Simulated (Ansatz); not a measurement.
Input:

YAl2:
```yaml
crystal:
  lattice:
    - [0.00000, 3.92748, 3.92748]
    - [3.92748, 0.00000, 3.92748]
    - [3.92748, 3.92748, 0.00000]
  atoms:
    - { symbol: Y, position: [0.25000, 0.25000, 0.25000] }
    - { symbol: Y, position: [0.00000, 0.00000, 0.00000] }
    - { symbol: Al, position: [0.62500, 0.12500, 0.62500] }
    - { symbol: Al, position: [0.62500, 0.62500, 0.62500] }
    - { symbol: Al, position: [0.12500, 0.62500, 0.62500] }
    - { symbol: Al, position: [0.62500, 0.62500, 0.12500] }
```

This is the r²SCAN-relaxed structure.

All from r²SCAN in the plane-wave PAW code Ansatz, unless another level is named. Predict the formation energy from the elements (no fitted shifts).

-0.60 eV/atom.

Give the density of states at the Fermi level.

0.56 states/eV per atom (mean over ±0.08 eV).

Space group Fd-3m (cubic Laves (MgCu2 type)). The workflow started from a Materials Project entry (that database holds measured and hypothetical structures alike); the Crystallography Open Database copy checked does not list it. Whether it is the stable phase at ambient conditions was not checked. The cell was relaxed with r²SCAN under the symmetry of its start; whether a distortion lowers the energy is not shown. No spin polarisation was allowed. The references are the lowest solids computed at this level, not always the standard phases. Spin–orbit coupling is left out wherever it is not named.

Potentials: the later of the program's two PAW sets.
